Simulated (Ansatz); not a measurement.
# Ge: energy along a strain

Ge, I4_1/amd, a = 5.149 Å, c = 2.795 Å (as given, not relaxed at this level: -0.7 GPa). This isn't the element's structure at ambient conditions. Ansatz: PBEsol, PAW, 420 eV, Γ-centred 20×20×20 mesh on 2 atoms, Gaussian smearing 0.15 eV; no spin polarisation. Cell vectors (Å): -2.574 2.574 1.397; 2.574 -2.574 1.397; 2.574 2.574 -1.397. The cell is strained by x per cent times the pattern (0 0 1 0 0 0) in the order xx yy zz yz xz xy (engineering shears), with fractional coordinates held. y is the free energy over the start, V0 = 18.524 Å³/atom. Points with a strain past 8.5 % were computed too (3) and aren't used here.

| x (%) | y (meV/atom) |
| --- | --- |
| -7.50 | 54.03 |
| -5.00 | 20.99 |
| -2.50 | ? |
| 0.00 | 0.00 |
| 2.50 | 4.17 |
| 5.00 | 15.32 |
| 7.50 | 31.75 |

Question: Fit y = c1 x + c2 x² + c3 x³ to the other rows, get the stiffness along the pattern, and predict the missing energy.

Answer: Least squares on the rows shown. y = 0.10809 x + 0.75619 x² − 0.028236 x³. The clamped-ion stiffness p·C·p = 2 × 7.562 eV × 160.2 / 18.524 Å³ = 131 GPa, which is C33 in these axes (second derivative at the start, which stands under stress). With a term in x⁴ added, the coefficient of x² becomes 0.6952, 8 % less, which shows how far this figure hangs on the form. At x = -2.50 the fit asked for gives 4.90 meV/atom. The run gave 4.40 meV/atom, so the fit is 0.50 meV/atom too high, within the rms miss on the fitted rows (0.56 meV/atom).